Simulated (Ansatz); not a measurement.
LaAs:
```
LaAs
1.0
    0.00000     3.10070     3.10070
    3.10070     0.00000     3.10070
    3.10070     3.10070     0.00000
La As
1 1
Direct
  0.00000   0.00000   0.00000
  0.50000   0.50000   0.50000
```

Relaxed with r²SCAN. Special points in fractions of this cell's reciprocal vectors: Γ (0.000, 0.000, 0.000); X (0.500, 0.000, 0.500); U (0.625, 0.250, 0.625); K (0.375, 0.375, 0.750); L (0.500, 0.500, 0.500); W (0.500, 0.250, 0.750).

List the band energies nearest the valence-band maximum at these points for r²SCAN (plane waves, PAW; program Ansatz).

In eV from the valence-band maximum; about four levels below and three above (degenerate sets whole), none deeper than 8.9 eV; points with the same levels are listed once.

```csv
k,below,above
Γ,0.00 0.00 0.00,1.85 1.85 1.85
X,-1.29 -0.33 -0.33,0.08 2.89 2.92
U,-1.81 -1.33 -1.12,1.48 2.82 2.83
L,-3.23 -1.84 -1.84,2.53 2.79 2.79
W,-1.86 -1.26 -1.26,2.28 2.28 2.95 2.95
```

Space group Fm-3m (rock salt). The first step of the workflow began from a Materials Project structure, measured or hypothetical; the Crystallography Open Database files this formula in space group No. 225, but the cells were not matched. Its standing as an ambient phase is unchecked. The cell was relaxed with r²SCAN under the symmetry of its start; whether a distortion lowers the energy is not shown. Spin–orbit coupling is left out wherever it is not named.

Potentials: the later of the program's two PAW sets.
